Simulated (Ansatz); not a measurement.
Elastic constants of Hf2S: input and output

All numbers below come from DFT LDA, scalar-relativistic, plane waves, PAW (Ansatz).

Launched with:
```bash
ansatz run input.yaml --threads 2 --pin off --max-ram 6144MiB --backend cpu --events-out ev --progress --plain --runs-dir out
```

Input (bare energies are in eV):
```yaml
crystal:
  lattice:
    - [3.312824011, 0.0, 0.0]
    - [-1.6564120055, 2.8689897518, 0.0]
    - [0.0, 0.0, 11.6063226704]
  atoms:
    - { symbol: Hf, position: [0.6666666667, 0.3333333333, 0.898830387] }
    - { symbol: Hf, position: [0.3333333333, 0.6666666667, 0.398830387] }
    - { symbol: Hf, position: [0.6666666667, 0.3333333333, 0.601169613] }
    - { symbol: Hf, position: [0.3333333333, 0.6666666667, 0.101169613] }
    - { symbol: S, position: [0.0, 0.0, 0.75] }
    - { symbol: S, position: [0.0, 0.0, 0.25] }
basis:
  ecutwfc: 420
kpoints:
  mp_grid: { grid: [12, 12, 4] }
hamiltonian:
  xc: lda
scf:
  occupations: { method: fermi_dirac, width: 0.15 }
output:
  forces: true
  stress: true
  eigenvalues: true
elastic:
  mode: relaxed_ion
  amplitude: 0.005
  stencil: two_point
```

From the output:
```
--- Elastic constants: 3 strain directions × 2 members + reference (group order 24) ---
  dense FFT box of the reference and of every strained cell: 24×24×80
  strains applied: 11, 33, 23; error gains: componentwise 1.00 (the most a stress slope's error grows in a printed constant), spectral 1.41 (1 for all six strains in a standard setting)
  C = ∂σ_k/∂η_j (tension-positive GPa; Voigt order 11 22 33 23 13 12):
       219.224     96.427    107.337     -0.000      0.000      0.000
        96.427    219.224    107.337     -0.000      0.000      0.000
       107.334    107.334    299.504     -0.000      0.000      0.000
         0.000     -0.000      0.000    102.607      0.000     -0.000
         0.000     -0.000      0.000      0.000    102.607     -0.000
        -0.000      0.000      0.000     -0.000      0.000     61.398
  reference stress σ⁰ (GPa):     -0.000     -0.000      0.000      0.000      0.000      0.000
  C* (energy form; C + prestress term) asymmetry max|C*_kj − C*_jk| = 2.326e-3 GPa — a small one proves nothing (zero by symmetry where the batch's group is 432, −43m or m−3m); a large one is finite-difference/SCF noise where every solve ...
  moduli (Voigt/Reuss/Hill, GPa): K = 151.13/147.32/149.22   G = 81.78/77.22/79.50   E = 202.53   ν = 0.274
  mechanically stable: yes (min eigenvalue of sym C = 61.40 GPa)
  strain η (Voigt 11):  stress-route row diagonal C_11 = 219.22 GPa, energy-path curvature d²(F+E_count+ΔE)/dδ²/Ω₀ = 219.20 GPa
         δ    σ_11 (GPa) F (eV) n_scf n_hpsi n_pw
    -5.000e-3      -1.1143      -63653.3631999       2   77553   2191   relax 5 steps, max|allowed force component| 4.03e-5 eV/Å
     5.000e-3       1.0780      -63653.3632419       2   76080   2209   relax 3 steps, max|allowed force component| 4.09e-5 eV/Å
  strain η (Voigt 33):  stress-route row diagonal C_33 = 299.50 GPa, energy-path curvature d²(F+E_count+ΔE)/dδ²/Ω₀ = 299.46 GPa
         δ    σ_33 (GPa) F (eV) n_scf n_hpsi n_pw
    -5.000e-3      -1.5176      -63653.3625061       2   33882   2198   relax 3 steps, max|allowed force component| 7.58e-6 eV/Å
     5.000e-3       1.4774      -63653.3625486       2   33606   2213   relax 3 steps, max|allowed force component| 5.10e-7 eV/Å
  strain η (Voigt 23):  stress-route row diagonal C_44 = 102.61 GPa, energy-path curvature d²(F+E_count+ΔE)/dδ²/Ω₀ = 102.62 GPa
         δ    σ_23 (GPa) F (eV) n_scf n_hpsi n_pw
    -5.000e-3      -0.5130      -63653.3642238       2   96792   2198   relax 5 steps, max|allowed force component| 1.57e-5 eV/Å
     5.000e-3       0.5130      -63653.3642238       2   96870   2198   relax 5 steps, max|allowed force component| 4.59e-6 eV/Å
```

The run took 5.9 min on 2 threads of Intel(R) Xeon(R) 6975P-C (Granite Rapids), on a shared host, peak memory 1.3 GiB.

In a metal, frequencies and elastic constants depend on the k mesh and the smearing, soft modes and shear constants most. Spin–orbit coupling is left out, which matters for heavy elements. A semilocal functional can close a gap that the real compound has.